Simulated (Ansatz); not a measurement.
Relaxed-ion elastic tensor of GaN in space group P6_3mc (No. 186; Ga on 2a, Ga on 2b, N on 2a, N on 2b) in GPa (Voigt order), plane-wave PAW PBE (Ansatz code); density 5.91 g/cm³, 11.76 Å³ per atom.

```tsv
	1	2	3	4	5	6
1	322	117	77.5	0.0	0.0	0.0
2	117	322	77.5	0.0	0.0	0.0
3	77.5	77.5	361	0.0	0.0	0.0
4	0.0	0.0	0.0	89.0	0.0	0.0
5	0.0	0.0	0.0	0.0	89.0	0.0
6	0.0	0.0	0.0	0.0	0.0	102
```

Question: Is the crystal mechanically stable?

Answer: Yes: the smallest eigenvalue of C is 89.0 GPa.

Question: Work out the Voigt, Reuss and Hill averages.

Answer: K_V = 172, K_R = 172, K_H = 172; G_V = 105, G_R = 102, G_H = 103 GPa.

Question: Give Young's modulus, Poisson's ratio, Pugh's ratio and the universal anisotropy index.

Answer: E = 9KG/(3K + G) = 259 GPa; ν = 0.25; K/G = 1.66 (near the Pugh limit of 1.75, no verdict); A_U = 5G_V/G_R + K_V/K_R − 6 = 0.15.

Question: Estimate the sound speeds and the Debye temperature.

Answer: v_l = √((K + 4G/3)/ρ) = 7240 m/s, v_t = √(G/ρ) = 4180 m/s, mean 4640 m/s; Θ = (h/k)(3n/4πV)^(1/3) v_m = 608 K.

Question: How much does each axis shrink under pressure?

Answer: Linear compressibilities β_i = Σ_j S_ij (j = 1 to 3): x 1.9, y 1.9, z 1.9 per TPa.

The cell is a constructed one: a structure type filled with these elements. Its sites differ from those of the usual phase in this space group: another stacking or structure type. The PBE relaxation kept the symmetry of its start; phonons on a q-mesh show no instability.

Potentials: the later of the program's two PAW sets.
